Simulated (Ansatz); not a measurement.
TePb2S in space group R-3m (No. 166; Te on 3b, Pb on 6c, S on 3a), PBEsol (plane waves, PAW; program Ansatz), all energies at zero smearing, with the estimated change up to a 700 eV cutoff added, with one set of potentials and settings (totals compare only within such a set). Cell of 4 atoms (1 Te, 2 Pb, 1 S): -31298.042 eV.

| element | reference phase | E (eV/atom) |
|---|---|---|
| Te | P3_121, 3 atoms in the cell | -6901.5142 |
| Pb | Fm-3m, 1 atoms in the cell | -11754.9486 |
| S | Fddd, 32 atoms in the cell | -884.8920 |

Formation energy per atom, worked out: (-31298.042 − 1×(-6901.5142) − 2×(-11754.9486) − 1×(-884.8920))/4 = -0.435 eV/atom (-42 kJ per mol of atoms), at 0 K, without zero-point energy or fitted corrections.

The workflow started from a Materials Project entry (that database holds measured and hypothetical structures alike); the Crystallography Open Database copy checked does not list it. Whether it is the stable phase at ambient conditions was not checked. Symmetry was held in the PBEsol relaxation; of distortions, only those at the zone centre were tested. The references are the lowest solids computed at this level, not always the standard phases. Spin–orbit coupling is left out wherever it is not named.

Potentials: the later of the program's two PAW sets.
